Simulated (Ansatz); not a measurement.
A relaxed cell of P (Pm-3m (No. 221)), relaxed on a k-mesh at least as fine as the one used below. Method: PBEsol (plane waves to 420 eV, PAW, scalar-relativistic; Ansatz, a program for electronic structure). Γ-centred k-mesh 13×13×13 on the run's cell (coarser than for final values), Fermi–Dirac smearing 0.05 eV.

```
CELL_PARAMETERS angstrom
      4.84140     0.00000     0.00000
      2.42070     2.42070     0.00000
      2.42070     0.00000     2.42070
ATOMIC_POSITIONS crystal
  P  0.00000 0.00000 0.00000
  P  0.50000 0.00000 0.00000
```

The atoms are displaced along an unstable phonon of this cell by (Å):

```tsv
atom	ux	uy	uz
P1	0.000	0.000	-0.150
P2	0.000	0.000	0.150
```

What forces (eV/Å) and pressure result?


| atom | Fx | Fy | Fz |
|---|---|---|---|
| P1 | 0.00 | 0.00 | 1.44 |
| P2 | 0.00 | 0.00 | -1.44 |

Pressure +7.8 GPa.

Estimate the energy cost of the displacement in the harmonic approximation and compare with the calculation.

For a harmonic well ΔE = −½ Σ F·u = 0.216 eV a cell, or 108 meV/atom. The calculated energy relative to the undisplaced cell is +0.04 eV/atom, so anharmonic terms matter at this amplitude.

The undisplaced cell is probably no minimum: from this displacement the run went on to I4/mmm (No. 139), 0.02 eV/atom below it.

No spin polarisation in the result. The relaxed primitive cell holds an odd number of electrons. A magnetic state may lie lower.

The relaxed structure has the type that P is known to take under pressure; here it was relaxed at zero pressure, from a generated start.
